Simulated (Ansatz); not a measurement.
SiB2Mo2 in space group P-6m2 (No. 187; Mo on 2h, Si on 1a, B on 1b, B on 1f) at seven volumes, PBE (plane waves, PAW; program Ansatz), shape and atoms relaxed at each. One row is withheld.

| V (Å³/atom) | P (GPa) |
|---|---|
| 10.219 | 29.05 |
| 10.556 | 17.80 |
| 10.893 | ? |
| 11.230 | -0.01 |
| 11.567 | -7.00 |
| 11.904 | -12.96 |
| 12.241 | -18.04 |

### Question
Fit the shown pressures and predict the withheld one.

### Answer
Third-order Birch–Murnaghan: P = (3/2)B₀(x^(7/2) − x^(5/2))[1 + (3/4)(B′ − 4)(x − 1)] with x = (V₀/V)^(2/3). Least squares on the six rows gives V₀ = 11.230 Å³/atom, B₀ = 251.7 GPa, B′ = 4.28. At V = 10.893, x = 1.0205 and P = 8.19 GPa. The run itself gave 8.20 GPa.

The start of the workflow was typed in or built on a structure type; neither database checked (COD, Materials Project) lists it. Whether it is the stable phase at ambient conditions was not checked. Symmetry was held in the PBE relaxation; its stability against distortions is not shown here. The run is not spin-polarised.

Potentials: the earlier of the program's two PAW sets.
